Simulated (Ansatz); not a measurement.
Relaxed candidate structures of Rh:

A. I-43d (No. 220), cI16, AFLOW prototype A_cI16_220_c (as in Li); a = b = c = 6.074 Å, α = β = γ = 90.00°; Rh 16c (0.217, 0.217, 0.217)

B. P4₃2₁2 (No. 96), tP12; a = b = 4.822 Å, c = 7.514 Å, α = β = γ = 90.00°; Rh 4a (0.267, 0.267, 0.500); Rh 8b (0.408, 0.263, 0.166)

C. R-3m, hexagonal axes (No. 166), hR3; a = b = 3.7918 Å, c = 11.7414 Å, α = β = 90.00°, γ = 120.00°; Rh 3a (0.000, 0.000, 0.000); Rh 6c (0.000, 0.000, 0.221)

D. Fm-3m (No. 225), cF4, fcc (Cu type); a = b = c = 3.800 Å, α = β = γ = 90.00°; Rh 4a (0.000, 0.000, 0.000)

E. Pm-3m (No. 221), cP1, simple cubic type; a = b = c = 2.5123 Å, α = β = γ = 90.00°; Rh 1a (0.000, 0.000, 0.000)

F. I4/mmm (No. 139), tI4; a = b = 2.6699 Å, c = 8.4648 Å, α = β = γ = 90.00°; Rh 4e (0.000, 0.000, 0.142)

Problem. Rank these by energy per atom (lowest first), as r2SCAN (plane waves to 500 eV, PAW, scalar-relativistic; Ansatz, a program for electronic structure) gives it.

Solution. D (reference, the lowest among the structures calculated here), A (+0.15 eV/atom), B (+0.31 eV/atom), F (+0.35 eV/atom), C (+0.56 eV/atom), E (+0.80 eV/atom)

Probably no minimum, since a slightly shaken restart fell lower: Pm-3m, cP1, simple cubic type (by 0.45 eV/atom, to I4/mmm). Each run could gain symmetry but not lose that of its start, so entries can be saddle points. From databases, or of a type measured for this composition: Fm-3m, cF4, fcc (Cu type); the others are generated cells (placed on structure types, drawn at random, substituted or restacked) that were not matched to a known phase here. Static energies at zero pressure. No spin polarisation in the result.
